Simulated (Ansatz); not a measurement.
# CsCdCl3: strain energy, fitted

CsCdCl3, Pm-3m, a = 5.112 Å. The structure is a COD entry; whether it is the stable form wasn't checked. Ansatz: LDA, PAW, 420 eV, Γ-centred 6×6×6 mesh on 5 atoms, Gaussian smearing 0.02 eV; no spin polarisation. Series: strain along c alone, the other axes held, atoms fixed by symmetry; x is the strain in per cent. y is the free energy over the unstrained cell, V0 = 26.721 Å³/atom.

| x (%) | y (meV/atom) |
| --- | --- |
| -6.0 | ? |
| -4.0 | 12.17 |
| -2.0 | 2.87 |
| 0.0 | 0.00 |
| 2.0 | 2.33 |
| 4.0 | 8.82 |
| 6.0 | 18.62 |

Task: Fit y = c2 x² + c3 x³ to the other rows, turn c2 into a modulus, and predict the missing energy.

Result: Least squares on the rows shown. y = 0.66072 x² − 0.024275 x³. In eV per unit strain² c2 is 6.607; this is C33 with relaxed ions (E = ½ C33 V0 ε²): 2 × 6.607 × 160.2 / (26.721) = 79 GPa. The unstrained cell keeps some stress along the strain, worth a slope of -0.04 meV/atom per %, which the form leaves out. At x = -6.0 the fit asked for gives 29.03 meV/atom. The run gave 29.35 meV/atom, so the fit is 0.32 meV/atom too low, 1.1 % of the span of the series, against an rms of 0.11 meV/atom on the fitted rows. The row lies outside the fitted range. With a term in x⁴ added, a fit to the same known rows predicts 29.95 meV/atom, which misses by about as much or more on the other side: the known rows don't fix the higher terms.

Symmetry holds off the tilts and polar distortions that many cubic perovskites undergo.